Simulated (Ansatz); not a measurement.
Relaxed ScPt3 (Cu3Au type):

```
ScPt3
1.0
    7.84478     0.00000     0.00000
    3.92239     3.92239     0.00000
    3.92239     0.00000     3.92239
Sc Pt
2 6
Direct
  0.00000   0.00000   0.00000
  0.50000   0.00000   0.00000
  0.00000   0.50000   0.00000
  0.50000   0.50000   0.00000
  0.50000   0.50000   0.50000
  0.00000   0.50000   0.50000
  0.00000   0.00000   0.50000
  0.50000   0.00000   0.50000
```

The atoms are displaced by Q × the pattern below (from a DFPT mode at R = (0.5, 0.5, 0.5), largest move 1; Q in Å), at fixed cell. It is one choice among 3 degenerate patterns. (q is in reciprocal vectors of the primitive cell; the cell shown is doubled to hold the pattern.)

| atom | x | y | z |
|---|---|---|---|
| Sc1 | 0.000 | 0.000 | -1.000 |
| Sc2 | 0.000 | 0.000 | 1.000 |
| Pt5 | 0.000 | 0.174 | 0.000 |
| Pt6 | 0.000 | -0.174 | 0.000 |
| Pt7 | 0.174 | 0.000 | 0.000 |
| Pt8 | -0.174 | 0.000 | 0.000 |

Atoms not listed stay in place.

Calculation: LDA (plane waves to 420 eV, PAW, scalar-relativistic; Ansatz, a first-principles code). k mesh 12×12×12 (Γ-centred), Fermi-Dirac smearing 0.05 eV. Energies are smeared free energies. With partly filled bands, energies and forces of such displacements shift with the k mesh and the smearing. ScPt3 is run without spin polarisation. ScPt3 was relaxed with its symmetry unable to fall. Spin-orbit coupling is left out, though Pt is heavy. ΔE is measured from the undisplaced structure. The last digit holds for this mesh only.

```json
[
 {"Q (Å)": "-0.1000", "ΔE (meV/cell)": "123.5"},
 {"Q (Å)": "-0.0833", "ΔE (meV/cell)": "85.4"},
 {"Q (Å)": "-0.0667", "ΔE (meV/cell)": "54.5"},
 {"Q (Å)": "-0.0500", "ΔE (meV/cell)": "withheld"},
 {"Q (Å)": "-0.0333", "ΔE (meV/cell)": "13.6"},
 {"Q (Å)": "-0.0167", "ΔE (meV/cell)": "3.4"},
 {"Q (Å)": "0.0000", "ΔE (meV/cell)": "0.0"},
 {"Q (Å)": "0.0167", "ΔE (meV/cell)": "3.4"},
 {"Q (Å)": "0.0333", "ΔE (meV/cell)": "13.6"},
 {"Q (Å)": "0.0500", "ΔE (meV/cell)": "withheld"},
 {"Q (Å)": "0.0667", "ΔE (meV/cell)": "54.5"},
 {"Q (Å)": "0.0833", "ΔE (meV/cell)": "85.4"},
 {"Q (Å)": "0.1000", "ΔE (meV/cell)": "123.5"}
]
```

Q: Fit an even polynomial form (powers 2, 4) to the given rows and predict ΔE at Q = -0.0500.

A: Least squares on the 11 given rows: ΔE = (12190)·Q² + (15860)·Q⁴, in meV/cell with Q in Å; root-mean-square residual 0.04 meV/cell. At -0.0500 the fit gives 30.6 meV/cell; the calculation gives 30.6 meV/cell, the same to the digits shown. The quadratic term alone would give 30.5 meV/cell.

(A displaced cell: forces are minus the slopes of the energy, force constants its curvatures, and phonons follow from these.)
